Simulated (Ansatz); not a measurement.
# Optical constants of TaCd3

The calculation used Ansatz, DFT PBE, scalar-relativistic, plane waves, PAW. Settings: 420 eV plane-wave cutoff, Γ-centred 10×10×10 mesh, Fermi-Dirac smearing of 0.15 eV. No spin polarisation.

The cell, relaxed at this level:
```yaml
crystal:
  lattice:
    - [4.29894, 0.00000, 0.00000]
    - [0.00000, 4.29894, 0.00000]
    - [0.00000, 0.00000, 4.29894]
  atoms:
    - { symbol: Ta, position: [0.00000, 0.00000, 0.00000] }
    - { symbol: Cd, position: [0.00000, 0.50000, 0.50000] }
    - { symbol: Cd, position: [0.50000, 0.00000, 0.50000] }
    - { symbol: Cd, position: [0.50000, 0.50000, 0.00000] }
```

The cell was built by swapping an element in a database structure (itself possibly hypothetical) and relaxing; it need not be the stable form of this composition. In a metal these results depend on the k mesh and the smearing. Spin–orbit coupling is left out, which matters for heavy elements.

Independent-particle response (no local fields, no excitons) on a 16×16×16 mesh, broadened by 0.1 eV; the Drude term is undamped and its weight carries the smearing above, which sets much of it in a semimetal. The run couldn't bound its error over part or most of this range, so small peaks and near ties are unsure. Light polarised along x. ε₁ lacks the small share of bands above those solved.

**Question.** Tabulate n, κ, the reflectivity and the absorption coefficient against photon energy.

**Answer.**
```csv
E (eV),n,κ,R,α (10⁵ cm⁻¹)
0.2,0.92,19.12,0.99,3.88
0.7,2.79,3.95,0.63,2.80
1.2,3.44,2.51,0.47,3.05
1.7,3.99,3.12,0.54,5.37
2.2,3.04,2.67,0.48,5.96
2.7,2.75,2.30,0.43,6.31
3.2,2.77,2.05,0.40,6.65
3.7,3.59,1.92,0.42,7.19
4.2,3.30,3.49,0.57,14.87
4.7,2.32,3.64,0.62,17.34
5.2,1.46,3.22,0.64,16.95
5.7,1.25,3.03,0.65,17.50
6.2,0.85,2.71,0.68,17.05
6.7,0.49,2.32,0.74,15.78
7.2,0.41,1.99,0.72,14.55
7.7,0.37,1.70,0.69,13.29
8.2,0.39,1.42,0.60,11.79
8.7,0.45,1.28,0.52,11.32
9.2,0.53,1.03,0.38,9.60
9.7,0.77,1.15,0.31,11.34
10.2,0.61,1.22,0.40,12.58
10.7,0.50,1.04,0.40,11.26
11.2,0.49,0.87,0.34,9.82
11.7,0.62,0.81,0.24,9.59
```

**Question.** Where is the highest local maximum of ε₂ between 0.3 and 12 eV?

**Answer.** At 1.7 eV, where ε₂ = 24.9.